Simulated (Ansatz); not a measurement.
Relaxed NiSi₂ (fluorite type, space group Fm-3m):

```yaml
crystal:
  lattice:
    - [0.00000, 2.72203, 2.72203]
    - [2.72203, 0.00000, 2.72203]
    - [2.72203, 2.72203, 0.00000]
  atoms:
    - { symbol: Ni, position: [0.00000, 0.00000, 0.00000] }
    - { symbol: Si, position: [0.25000, 0.25000, 0.25000] }
    - { symbol: Si, position: [0.75000, 0.75000, 0.75000] }
```

In this cell atom 3 (Si, nearest neighbour Ni at 2.357 Å; its periodic images, 3.8 Å or more away, move with it) is moved by u·(0.707, 0.707, 0.000) + v·(0.000, 0.000, 1.000); the rest is frozen.

These are PBE (plane waves to 420 eV, PAW, scalar-relativistic; Ansatz, an electronic-structure program) values and carry that method's errors. k mesh 12×12×12 (Γ-centred), Fermi-Dirac smearing 0.05 eV. E stands for the smeared free energy. Points where atoms come too close for the PAW data are left out (x in tables, blank in figures). With partly filled bands, energies and forces of such displacements shift with the k mesh and the smearing. Fu and Fv are the components of the force on the atom. NiSi2 is run without spin polarisation. NiSi2 was relaxed with its symmetry unable to fall. The PAW data are Ansatz's earlier set. The zero of ΔE is the undisplaced structure. Axes are in Å.

ΔE (meV/cell), with u across and v down:

```
v \ u   -0.590  -0.295  0.000  0.295  0.590
------  ------  ------  -----  -----  -----
-0.590    1448    1452   1491   1452   1448
-0.295    1024     493    334    493   1024
0.000     1521     339      0    339   1521
0.295        x     947    334    947      x
0.590        x    2543   1491   2543      x
```

Fv (eV/Å), with u across and v down:

```
v \ u   -0.590  -0.295  0.000  0.295  0.590
------  ------  ------  -----  -----  -----
-0.590    3.05    5.06   5.86   5.06   3.05
-0.295   -0.04    1.75   2.35   1.75  -0.04
0.000    -3.53   -0.70   0.00  -0.70  -3.53
0.295        x   -3.54  -2.35  -3.54      x
0.590        x   -7.58  -5.86  -7.58      x
```

Read from the data:

```
Quantity                                                  Value
------------------------  -------------------------------------
Lowest place on the grid  u = 0.000 Å, v = 0.000 Å (0 meV/cell)
```

The 25 points together took roughly 4 core-minutes.

(For displaced atoms, the force is minus the slope of the energy, and its curvature is a force constant, which sets phonon frequencies.)
